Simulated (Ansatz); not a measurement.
Ansatz input

```yaml
crystal:
  lattice:
    - [3.7120314205, 0.0, 0.0]
    - [0.0, 3.7120314205, 0.0]
    - [0.0, 0.0, 3.7120314205]
  atoms:
    - { symbol: B, position: [0.0, 0.0, 1.0] }
    - { symbol: B, position: [0.5, 0.5, 0.5] }
    - { symbol: B, position: [0.25, 0.0, 0.5] }
    - { symbol: B, position: [0.75, 0.0, 0.5] }
    - { symbol: B, position: [0.5, 0.25, 1.0] }
    - { symbol: B, position: [0.5, 0.75, 1.0] }
    - { symbol: B, position: [1.0, 0.5, 0.25] }
    - { symbol: B, position: [1.0, 0.5, 0.75] }
hamiltonian:
  xc: blyp
  pseudopotentials:
    kind: paw
    azcp:
      B: "pseudopotentials/B.paw.azcp"
basis:
  ecutwfc: 420
  fft_grid_basis: typed
kpoints:
  mp_grid: { grid: [9, 9, 9], shift: [0, 0, 0] }
magnetization:
  spin_polarized: false
scf:
  occupations: { method: fermi_dirac, width: 0.1 }
output:
  write_density: true
  write_potential: true
  elf: true
  volumetric_format: npy
```

Output

```
Engine: ansatz 0.2.0, aarch64-unknown-linux-gnu
Pseudopotentials: kind: paw
Pseudopotential: B, paw, valence charge 3, recommended cutoff 420 eV (normal) 
Functional definition: BLYP
  parameter beta = 0.0042
  parameter a = 0.04918
  parameter b = 0.132
  parameter c = 0.2533
  parameter d = 0.349
  exchange = b88_x(beta = beta)
  correlation = lyp_c(a = a, b = b, c = c, d = d)
Crystal: 8 atoms, lattice volume = 51.149 Å³
Basis set: ecut = 420 eV, 1021 PW (Γ), exchange–correlation on 50×50×50 points (8 copies of the dense FFT grid, shifted against one another)
Bands: 20, of which v1, the nominal top of the filled ones, is band 12 counted from 1 (11 counted from 0)
Symmetry: 48 space group operations
Space group: Pm-3n (ITA 223), of the structure as read, at distance tolerance 3.7e-5 Å
k-points: 35 of 729
Non-local potential: B, projectors of the file, l = 0: 2, l = 1: 2, l = 2: 1
PAW form: soft (Blöchl's): semilocal exchange-correlation on the pseudo side does not see the compensation charge
PAW frozen core: B, regenerated for the run's functional, and the local potential with it (the file was generated under x = pbe(κ = 0.804, μ = 0.2195149727645171), c = pbe(β = 0.06672455060314922))
PAW one-centre angular grid: B, 110 points (default); XC on 64 Gauss nodes
Initial density: superposition of atomic densities (neutral atoms: chi_scale 0, normalization atom), corrected by the library's trained network
Initial wavefunctions: pseudopotential atomic-orbital guess
Functional: x = b88, c = lyp
SCF iter   1: F=—  HF=-1235.624999 eV  |F-HF|=—  |Δ(HF+E_count)|=         —  Δρ=1.28e-2  dr2=6.44e-2  ethr=1.77e-3  ⟨swp⟩=4.0  Hψ=3307  notcnv=0  defer=2
SCF iter   2: F=—  HF=-1235.613368 eV  |F-HF|=—  |Δ(HF+E_count)|=   1.16e-2  Δρ=7.40e-3  dr2=1.96e-2  ethr=2.68e-4  ⟨swp⟩=1.0  Hψ=980  notcnv=0  defer=7
SCF iter   3: F=—  HF=-1235.609766 eV  |F-HF|=—  |Δ(HF+E_count)|=   3.60e-3  Δρ=9.80e-4  dr2=3.04e-4  ethr=8.15e-5  ⟨swp⟩=2.0  Hψ=1045  notcnv=0  defer=7
SCF iter   4: F=—  HF=-1235.609791 eV  |F-HF|=—  |Δ(HF+E_count)|=   2.55e-5  Δρ=1.09e-4  dr2=3.37e-6  ethr=1.27e-6  ⟨swp⟩=2.0  Hψ=1047  notcnv=0  defer=7
SCF iter   5: F=—  HF=-1235.609791 eV  |F-HF|=—  |Δ(HF+E_count)|=   5.16e-7  Δρ=1.45e-5  dr2=4.71e-8  ethr=1.41e-8  ⟨swp⟩=2.0  Hψ=1090  notcnv=0  defer=7
SCF iter   6: F=-1235.609791 eV  HF=-1235.609791 eV  |F-HF|=2.13e-10  |Δ(HF+E_count)|=   4.48e-8  Δρ=1.06e-6  dr2=2.72e-10  ethr=1.96e-10  ⟨swp⟩=3.8  Hψ=2466  notcnv=0
SCF 1 converged in 6 iterations: F = -1235.609791 eV  dr2 = 2.72e-10
SCF converged after 6 iterations
Free energy (F): -1235.609791 eV
Harris-Foulkes:  -1235.609791 eV  (|F-HF|=2.13e-10)
Internal energy: -1235.546531 eV  (E = F + TS)
E sigma→0 (E₀):  -1235.578161 eV
Entropy (-TS):   -0.063260 eV (-7.907 meV/atom)
Fermi energy:    13.605670 eV
--- Per-component energies (eV) ---
  E_band       = 144.319206
  E_kinetic    = 377.614037
  E_local      = -28.036446  (includes V_loc(G=0)·N_el)
  E_nonlocal   = 99.388292
  E_hartree    = 4.217463
  E_xc         = -245.304636
  E_vxc        = -290.772500  (∫ρ·V_xc dr)
  E_paw        = -638.562054  (= ΣΔE_a)
  E_vpaw       = -22.309088  (= ΣTr[D̂ρ^β])
  E_aug_tail   = -0.000019  (compensation charges beyond the density's cutoff)
  E_ewald      = -804.869281
  E_core_change = 0.006113  (= ΣΔE_core)
  E_smearing   = -0.063260  (= −TS)
  E_closure    = 0.000000  (closes the sum)
  Σ components = -1235.609791   (vs F -1235.609791, Δ=0.00e0)
--- Band table (eV; the first three rows and the last of 35) ---
  k-point 0: bands = ["-4.4924", "3.7715", "3.7715", "3.7715", "4.3648", "4.3723", "4.3723", "11.1737", "11.1737", "11.2187", "11.2187", "11.2187", "13.6252", "13.6252", "13.6252", "15.6839", "15.6839", "15.6839", "17.0562", "17.9827"]
  k-point 1: bands = ["-4.3845", "2.3072", "3.8808", "3.8808", "4.4357", "4.4464", "5.9261", "10.1083", "10.5354", "10.5354", "10.8537", "12.2055", "13.7397", "13.8375", "13.8375", "16.2208", "16.3347", "16.3347", "17.3301", "17.7918"]
  k-point 2: bands = ["-4.0608", "0.7468", "4.2036", "4.2036", "4.6314", "4.6560", "7.5136", "9.0712", "9.2686", "9.2686", "10.4947", "13.0200", "14.0812", "14.1401", "14.1401", "17.0284", "17.6725", "17.6725", "17.7951", "18.1046"]
  k-point 34: bands = ["0.6519", "1.5791", "1.5791", "1.6387", "2.5034", "2.5034", "2.6129", "3.4662", "16.6158", "16.6158", "16.8522", "16.9078", "16.9078", "17.6502", "17.6502", "18.1067", "18.4940", "19.0021", "19.0021", "19.6405"]
```

Command:

```sh
ansatz run input.yaml --threads 4 --pin off --max-ram 8192MiB --backend cpu --events-out ev --progress --plain --runs-dir out
```

On 4 threads of Arm Neoverse N1 (shared host) this took about 1.2 s of wall time and 4 s of CPU time, with 0.32 GiB at the peak.
